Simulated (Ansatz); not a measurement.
## Pb: energy along a strain

Pb, Fm-3m, a = 4.940 Å (as given, not relaxed at this level: -0.2 GPa). Ansatz: PBEsol, PAW, 420 eV, Γ-centred 16×16×16 mesh on 1 atom, Gaussian smearing 0.15 eV; no spin polarisation. Cell vectors (Å): 0.000 2.470 2.470; 2.470 0.000 2.470; 2.470 2.470 0.000. The cell is strained by x per cent times the pattern (1 -1 0 0 0 0) in the order xx yy zz yz xz xy (engineering shears), with fractional coordinates held. y is the free energy over the start, V0 = 30.131 Å³/atom. Symmetry makes y even in x.

| x (%) | y (meV/atom) |
| --- | --- |
| -6.00 | ? |
| -3.00 | 3.21 |
| 0.00 | 0.00 |
| 0.75 | 0.17 |
| 1.50 | 0.73 |
| 2.25 | 1.76 |
| 3.75 | 4.91 |
| 4.50 | 6.72 |
| 5.25 | 8.63 |

Q: Fit y = c2 x² + c4 x⁴ to the other rows, get the stiffness along the pattern, and predict the missing energy.

A: Least squares on the rows shown. y = 0.3764 x² − 0.002263 x⁴. The clamped-ion stiffness p·C·p = 2 × 3.764 eV × 160.2 / 30.131 Å³ = 40 GPa. With a term in x⁶ added, the coefficient of x² becomes 0.3524, 6 % less, which shows how far this figure hangs on the form. At x = -6.00 the fit asked for gives 10.62 meV/atom. The run gave 10.73 meV/atom, so the fit is 0.11 meV/atom too low, within twice the rms miss on the fitted rows (0.06 meV/atom).

Spin–orbit coupling is left out, which can shift energies with elements as heavy as these.